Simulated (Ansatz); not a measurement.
Input:

ZrGeS:
Space group P4/nmm, origin choice 1 (No. 129); a = b = 3.6400 Å, c = 8.0647 Å, α = β = γ = 90.00°

```tsv
atom	site	symmetry	x	y	z
Zr	2c	4mm	0.5000	0.0000	0.2747
Ge	2a	-4m2	0.0000	0.0000	0.0000
S	2c	4mm	0.0000	0.5000	0.3784
```

This is the r²SCAN-relaxed structure.

Problem. All from r²SCAN (plane waves, PAW; program Ansatz), unless another level is named. Estimate the electronic character.

Solution. metallic (no gap).

Problem. Predict the formation energy from the elements (no fitted shifts).

Solution. -1.31 eV/atom.

Problem. Give the density of states at the Fermi level.

Solution. 0.07 states/eV per atom (mean over ±0.08 eV).

The workflow started from a Materials Project entry (that database holds measured and hypothetical structures alike); the Crystallography Open Database files this formula in space group No. 129, but the cells were not matched. Its standing as an ambient phase is unchecked. Symmetry was held in the r²SCAN relaxation; its stability against distortions is not shown here. No spin polarisation was allowed. The references are the lowest solids computed at this level, not always the standard phases. Spin–orbit coupling is left out wherever it is not named.

Potentials: the earlier of the program's two PAW sets.
